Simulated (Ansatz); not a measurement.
V:
```yaml
crystal:
  lattice:
    - [-1.46280, 1.46280, 1.46280]
    - [1.46280, -1.46280, 1.46280]
    - [1.46280, 1.46280, -1.46280]
  atoms:
    - { symbol: V, position: [0.00000, 0.00000, 0.00000] }
```

Relaxed with LDA in the plane-wave PAW code Ansatz. Indices refer to the conventional cell of Im-3m, a = b = c = 2.926 Å, α = β = γ = 90.00°.

Question: Simulate the powder diffraction pattern (neutron, λ = 1.5401 Å; lines above 1 %) up to 2θ = 90°.

Answer: Simulated powder pattern, neutron, λ = 1.5401 Å (kinematic, ideal powder, no thermal factors, coherent scattering alone; the 30 strongest lines at most, above 1 %, up to 2θ = 90°):

| 2θ (°) | d (Å) | I/Imax (%) | hkl |
|---|---|---|---|
| 43.71 | 2.069 | 100 | (110) |
| 63.53 | 1.463 | 27 | (200) |
| 80.29 | 1.194 | 81 | (211) |

Symmetry was held in the LDA relaxation. The workflow began spin-polarised and lost its moments.

Potentials: the later of the program's two PAW sets.
